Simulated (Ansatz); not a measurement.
Al$_{3}$GaN$_{4}$:
Space group P-43m (No. 215); a = 4.4070 Å, b = 4.4070 Å, c = 4.4070 Å, α = 90.00°, β = 90.00°, γ = 90.00°

```json
[
 {"atom": "Al", "site": "3c", "symmetry": "-42.m", "x": "0.0000", "y": "0.5000", "z": "0.5000"},
 {"atom": "Ga", "site": "1a", "symmetry": "-43m", "x": "0.0000", "y": "0.0000", "z": "0.0000"},
 {"atom": "N", "site": "4e", "symmetry": ".3m", "x": "0.2553", "y": "0.2553", "z": "0.2553"}
]
```

This is the PBEsol-relaxed structure.

All from plane-wave PAW PBEsol (Ansatz code), unless another level is named. Predict the electron effective mass with spin–orbit coupling.

0.52 along [100], 0.50 along [110], 0.49 along [111] (mₑ).

And the electron effective mass, band 3 of 3 at the edge?

0.33 along [100], 0.33 along [110], 0.39 along [111] (mₑ).

What about the valence-band maximum?

on the M–Γ line, 78 % of the way from M.

The workflow started from a Materials Project entry (that database holds measured and hypothetical structures alike); the Crystallography Open Database copy checked does not list it. With Al and Ga taken as one species the cell has the higher symmetry F-43m, so it may be an ordered model of a mixed-site phase. Whether it is the stable phase at ambient conditions was not checked. The PBEsol relaxation kept the symmetry of its start; of distortions, only those at the zone centre were tested. Scalar-relativistic: spin–orbit coupling is off unless named, which matters more the heavier the elements.

Potentials: the later of the program's two PAW sets.

Edges and masses are those of Kohn–Sham bands, whose gap is no quasiparticle gap.
